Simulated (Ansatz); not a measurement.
Relaxed-ion elastic tensor of SrCdSiS4 in space group Ama2 (No. 40; Pearson symbol oS28) in GPa (Voigt order), the program Ansatz at the PBE level (PAW); density 3.42 g/cm³, 24.73 Å³ per atom.

```
49.7  17.5  22.1   0.0   0.0   0.0
17.5  62.4  20.7   0.0   0.0   0.0
22.1  20.7  84.6   0.0   0.0   0.0
 0.0   0.0   0.0  23.2   0.0   0.0
 0.0   0.0   0.0   0.0  16.5   0.0
 0.0   0.0   0.0   0.0   0.0  12.5
```

Problem. Is the crystal mechanically stable?

Solution. Yes: the smallest eigenvalue of C is 12.5 GPa.

Problem. Work out the Voigt, Reuss and Hill averages.

Solution. K_V = 35.3, K_R = 33.5, K_H = 34.4; G_V = 19.5, G_R = 18.1, G_H = 18.8 GPa.

Problem. Give Young's modulus, Poisson's ratio, Pugh's ratio and the universal anisotropy index.

Solution. E = 9KG/(3K + G) = 47.7 GPa; ν = 0.27; K/G = 1.83 (near the Pugh limit of 1.75, no verdict); A_U = 5G_V/G_R + K_V/K_R − 6 = 0.46.

Problem. Estimate the sound speeds and the Debye temperature.

Solution. v_l = √((K + 4G/3)/ρ) = 4170 m/s, v_t = √(G/ρ) = 2350 m/s, mean 2610 m/s; Θ = (h/k)(3n/4πV)^(1/3) v_m = 267 K.

Problem. Solve the Christoffel equation for the three sound speeds along x, y, z.

Solution. Eigenvalues of C_ijkl n_j n_l equal ρv² (piezoelectric stiffening left out). In km/s, slowest first: x 1.92, 2.20, 3.81; y 1.92, 2.61, 4.27; z 2.20, 2.61, 4.97.

Problem. How much does each axis shrink under pressure?

Solution. Linear compressibilities β_i = Σ_j S_ij (j = 1 to 3): x 14, y 10, z 5.7 per TPa.

The workflow started from an entry of the Crystallography Open Database (COD, 293 K). Its standing as an ambient phase is unchecked. The PBE relaxation kept the symmetry of its start; phonons on a q-mesh show no instability.

Potentials: the later of the program's two PAW sets.
